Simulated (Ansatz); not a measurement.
Calculated with Ansatz: CeGa$_{3}$Pd$_{2}$, single run

Launch command:

```bash
ansatz run input.yaml --threads 1 --pin off --max-ram 2560MiB --backend cpu --events-out ev --progress --plain --runs-dir out
```

input.yaml:

```yaml
crystal:
  lattice:
    - [5.395664, 0.0, 0.0]
    - [-2.697832, 4.672786, 0.0]
    - [0.0, 0.0, 4.253141]
  atoms:
    - { symbol: Pd, position: [0.3333, 0.6667, 0.0] }
    - { symbol: Pd, position: [0.6666, 0.3333, 0.0] }
    - { symbol: Ce, position: [0.0, 0.0, 0.0] }
    - { symbol: Ga, position: [0.5, 0.0, 0.5] }
    - { symbol: Ga, position: [0.5, 0.5, 0.5] }
    - { symbol: Ga, position: [0.0, 0.5, 0.5] }
  symmetry: { tolerance: 0.0003 }
kpoints:
  mp_grid: { grid: [4, 4, 4], shift: [0, 0, 0] }
magnetization:
  spin_polarized: false
scf:
  occupations: { method: fermi_dirac, width: 0.033 }
  lower_state_search: standard
hamiltonian:
  pseudopotentials: { kind: paw }
  xc: r2scan
basis:
  ecutwfc: 500
output:
  forces: true
  stress: true
  eigenvalues: true
```

Origin of the cell: a database entry, scaled a little.

Output (shortened):

```
Warning: the atoms were moved onto the symmetric positions of the space group found under crystal.symmetry.tolerance 3.0e-4 (fractional; no operation is sought that the atoms, as they stand i […]
band count auto-derived: 54 (N_el = 87.0; filled up to band 44; 53 by the electrons, moments and atoms)
Pseudopotentials: kind: paw
Pseudopotential: Pd, paw, valence charge 18, recommended cutoff 500 eV (meta_gga), Pd.paw.azcp
Pseudopotential: Ce, paw, valence charge 12, recommended cutoff 500 eV (meta_gga), Ce.paw.azcp
Pseudopotential: Ga, paw, valence charge 13, recommended cutoff 500 eV (meta_gga), Ga.paw.azcp
Functional definition: r2SCAN
  exchange = r2scan_x(k0 = k0, k1 = k1, a1 = a1)
  correlation = r2scan_c
Crystal: 6 atoms, lattice volume = 107.234 Å³
Basis set: ecut = 500 eV, 2739 PW (Γ), exchange–correlation on 160×160×128 points (64 copies of the dense FFT grid, shifted against one another)
[… 13 lines left out …]
Initial density: superposition of atomic densities (chi_scale 0.1, normalization cell, long waves kept (reshape's long-wave potential 0.00 eV rms))
Functional: x = r2scan, c = r2scan; τ floored in thin density (d = 2e-4 eV/Å³)
SCF iter   1: F=-31839.394576 eV  HF=-31952.201099 eV  Δρ=2.72e-1  dr2=1.26e2  dr2_τ=3.53e0
SCF iter   2: F=-31920.459885 eV  HF=-31941.861367 eV  Δρ=1.42e-1  dr2=2.30e1  dr2_τ=5.91e0  defer=21
SCF iter   3: F=-31935.217226 eV  HF=-31937.196256 eV  Δρ=5.02e-2  dr2=1.92e0  dr2_τ=1.82e-1  defer=25
SCF iter   4: F=-31935.889662 eV  HF=-31937.181446 eV  Δρ=1.84e-2  dr2=6.23e-1  dr2_τ=5.39e-2  defer=34
SCF iter   5: F=-31936.247233 eV  HF=-31936.760121 eV  Δρ=8.40e-3  dr2=1.35e-1  dr2_τ=2.47e-3  defer=14
SCF iter   6: F=-31936.336736 eV  HF=-31936.516575 eV  Δρ=2.87e-3  dr2=1.26e-2  dr2_τ=1.04e-4  defer=6
SCF iter   7: F=-31936.349738 eV  HF=-31936.423270 eV  Δρ=9.09e-4  dr2=1.01e-3  dr2_τ=2.89e-5  defer=2
SCF iter   8: F=-31936.392617 eV  HF=-31936.390561 eV  Δρ=2.58e-3  dr2=2.57e-3  dr2_τ=2.54e-4  defer=2
SCF iter   9: F=-31936.392987 eV  HF=-31936.398225 eV  Δρ=1.08e-3  dr2=1.25e-3  dr2_τ=1.12e-4  defer=2
SCF iter  10: F=-31936.392402 eV  HF=-31936.397800 eV  Δρ=1.25e-3  dr2=2.20e-3  dr2_τ=1.66e-4  defer=2
SCF iter  11: F=-31936.394009 eV  HF=-31936.395566 eV  Δρ=2.61e-4  dr2=7.47e-5  dr2_τ=8.35e-6  defer=2
SCF iter  12: F=-31936.394108 eV  HF=-31936.394168 eV  Δρ=7.99e-5  dr2=5.30e-6  dr2_τ=3.98e-7  defer=2
SCF iter  13: F=-31936.394110 eV  HF=-31936.394141 eV  Δρ=7.06e-5  dr2=3.81e-6  dr2_τ=2.32e-7  defer=2
SCF iter  14: F=-31936.394116 eV  HF=-31936.394133 eV  Δρ=3.03e-5  dr2=1.07e-6  dr2_τ=1.02e-7  defer=2
SCF iter  15: F=-31936.394117 eV  HF=-31936.394118 eV  Δρ=2.23e-5  dr2=6.93e-7  dr2_τ=5.06e-8  defer=2
SCF iter  16: F=-31936.394117 eV  HF=-31936.394118 eV  Δρ=6.14e-6  dr2=3.68e-8  dr2_τ=2.38e-9  defer=2
SCF iter  17: F=-31936.394118 eV  HF=-31936.394118 eV  Δρ=1.29e-6  dr2=1.34e-9  dr2_τ=1.50e-10  defer=2
SCF iter  18: F=-31936.394118 eV  HF=-31936.394118 eV  Δρ=9.79e-7  dr2=1.50e-9  dr2_τ=2.60e-11
SCF 1 converged in 18 iterations: F = -31936.394118 eV  dr2 = 1.50e-9
SCF converged after 18 iterations
Free energy (F): -31936.394118 eV
Harris-Foulkes:  -31936.394118 eV  (|F-HF|=8.37e-10)
Internal energy: -31936.372148 eV  (E = F + TS)
E sigma→0 (E₀):  -31936.383133 eV
Entropy (-TS):   -0.021969 eV (-3.662 meV/atom)
Fermi energy:    14.647630 eV
--- Per-component energies (eV) ---
  E_band       = -449.647667
  E_kinetic    = 1754.015433
  E_local      = -10525.213502  (includes V_loc(G=0)·N_el)
  E_nonlocal   = 1660.501147
  E_hartree    = 4724.765072
  E_xc         = -731.721201
  E_vxc        = -930.039697  (∫ρ·V_xc dr)
  E_paw        = -19047.172565  (= ΣΔE_a)
  E_vpaw       = -1918.447521  (= ΣTr[D̂ρ^β])
  E_aug_tail   = 0.000093  (compensation charges beyond the density's cutoff)
  E_vtau       = 60.007684  (kinetic-family band-sum trace: ∫τ·v_τ [+ j·A + Jᵃ·Aᵃ] dr)
  E_ewald      = -9768.765620
  E_core_change = -2.781006  (= ΣΔE_core)
  E_smearing   = -0.021969  (= −TS)
  Σ components = -31936.394118   (vs F -31936.394118, Δ=0.00e0)
--- Forces (eV/Å), atoms counted from 1 ---
  atom   1  Pd     0.000000    -0.000000     0.000000
  atom   2  Pd     0.000000     0.000000    -0.000000
  atom   3  Ce     0.000000     0.000000     0.000000
  atom   4  Ga    -0.000000     0.000000    -0.000000
  atom   5  Ga    -0.000000     0.000000    -0.000000
  atom   6  Ga    -0.000000     0.000000     0.000000
  max |Σ_I F_I| component: 4.63e-18 eV/Å
--- Stress (GPa, compression-positive) ---
       -2.183566       0.000000      -0.000000
        0.000000      -2.183566       0.000000
       -0.000000       0.000000       0.223606
  P = ⅓ Tr σ = -1.3812 GPa (-13.812 kbar)
```

Caveats: f shells without a U or exact exchange are poorly placed; no spin polarisation, so a magnetic state may lie lower; no spin-orbit coupling, though heavy elements are present; the k mesh is coarse if the cell is a metal.

The run took 15 s on 1 thread of Intel(R) Xeon(R) 6975P-C (Granite Rapids), with other jobs on the host, peak memory 0.65 GiB, from the program's own first density.
